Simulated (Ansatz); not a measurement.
Question: Each is relaxed and computed with LDA in the plane-wave PAW code Ansatz. Which is the only metal?
A. NbSi2, P6_222 (Nb on 3d, Si on 6j)
B. NbSe2I2, C2/m (Nb on 4g, Se on 4i, Se on 4i, I on 8j)
C. AlSiCN, P3m1 (Al on 1b, Si on 1c, C on 1b, N on 1c)
D. Si3N4, P6_3/m (Si on 6h, N on 2c, N on 6h)

Answer: A, NbSi2, P6_222 (Nb on 3d, Si on 6j). NbSi2: metal; AlSiCN: gap 3.27 eV (indirect); NbSe2I2: gap 0.74 eV (indirect); Si3N4: gap 4.22 eV (indirect). Standing as an ambient phase not checked: AlSiCN, P3m1 (Al on 1b, Si on 1c, C on 1b, N on 1c); NbSe2I2, C2/m (Nb on 4g, Se on 4i, Se on 4i, I on 8j). Weakly bound layers, chains or molecules computed without a dispersion correction, so cells and soft constants are ill determined: NbSe2I2, C2/m (Nb on 4g, Se on 4i, Se on 4i, I on 8j). All cells were relaxed under the symmetry of their starts (and spin orders); stability against distortions was not tested throughout. Rows with no word on spin ran without spin polarisation. Spin–orbit coupling is left out wherever it is not named.

Potentials: the later of the program's two PAW sets.
